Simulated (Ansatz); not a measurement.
LaSe₂:
```cif
data_La4Se8
_chemical_formula_sum 'La4 Se8'
_space_group_name_H-M_alt 'P21/c'
_space_group_IT_number 14
_space_group_name_Hall '-P 2ybc'
_cell_length_a 8.62250
_cell_length_b 4.28529
_cell_length_c 8.56214
_cell_angle_alpha 90.000
_cell_angle_beta 90.223
_cell_angle_gamma 90.000
loop_
_atom_site_label
_atom_site_type_symbol
_atom_site_symmetry_multiplicity
_atom_site_Wyckoff_symbol
_atom_site_fract_x
_atom_site_fract_y
_atom_site_fract_z
_atom_site_occupancy
La1 La 4 e 0.27660 0.21935 0.12732 1
Se1 Se 4 e 0.00252 0.67333 0.11546 1
Se2 Se 4 e 0.63413 0.24084 0.12560 1
```

Relaxed with r²SCAN.

Question: Which orbitals make up the states near the band edges in the program Ansatz at the r²SCAN level (PAW)?

Answer: Top 1 eV of the valence band: Se 4p 87 %. Bottom 1 eV of the conduction band: Se 4p 43 %, La 5d 35 %, La 4f 15 %. Projections are on Löwdin-orthogonalised atomic valence shells; empty p or d shells of many metals are not among them.

Question: Tabulate the density of states.

Answer: States/eV per cell of 12 atoms, in 0.25 eV bins, energy from the valence-band maximum.

```tsv
E (eV)	total	Se 4p	La 4f	La 5d
-7.88	0.00	0.00	0.00	0.00
-7.63	0.00	0.00	0.00	0.00
-7.38	0.00	0.00	0.00	0.00
-7.13	0.00	0.00	0.00	0.00
-6.88	0.00	0.00	0.00	0.00
-6.63	0.00	0.00	0.00	0.00
-6.38	0.00	0.00	0.00	0.00
-6.13	0.00	0.00	0.00	0.00
-5.88	0.00	0.00	0.00	0.00
-5.63	1.78	1.54	0.01	0.13
-5.38	3.95	3.41	0.02	0.30
-5.13	4.57	3.94	0.03	0.36
-4.88	2.50	2.10	0.02	0.23
-4.63	2.22	1.76	0.02	0.25
-4.38	7.61	5.90	0.05	0.80
-4.13	8.33	6.44	0.05	0.95
-3.88	5.42	4.17	0.03	0.72
-3.63	6.66	4.99	0.05	1.05
-3.38	10.16	7.59	0.08	1.80
-3.13	13.09	9.99	0.12	2.25
-2.88	9.90	7.49	0.13	1.83
-2.63	16.44	12.41	0.29	3.10
-2.38	15.80	12.15	0.34	2.73
-2.13	15.38	11.63	0.40	2.93
-1.88	10.82	8.60	0.38	1.47
-1.63	15.01	12.27	0.60	1.64
-1.38	10.04	8.36	0.50	0.84
-1.13	6.20	5.32	0.31	0.35
-0.88	4.43	3.86	0.21	0.20
-0.63	3.15	2.76	0.14	0.12
-0.38	1.76	1.52	0.08	0.08
-0.13	0.81	0.69	0.04	0.04
0.12	0.00	0.00	0.00	0.00
0.37	0.00	0.00	0.00	0.00
0.62	0.06	0.00	0.00	0.06
0.87	0.44	0.03	0.03	0.35
1.12	1.34	0.47	0.15	0.62
1.37	4.15	2.02	0.64	1.15
1.62	7.93	3.69	1.92	1.86
1.87	7.39	2.24	2.95	1.86
2.12	9.27	0.93	5.67	2.31
2.37	56.42	0.77	47.45	6.64
```

Space group P2_1/c. The first step of the workflow began from a Materials Project structure, measured or hypothetical; the Crystallography Open Database copy checked does not list it. Whether it is the stable phase at ambient conditions was not checked. The cell was relaxed with r²SCAN under the symmetry of its start; its stability against distortions is not shown here. Spin–orbit coupling is left out wherever it is not named.

Potentials: the earlier of the program's two PAW sets.
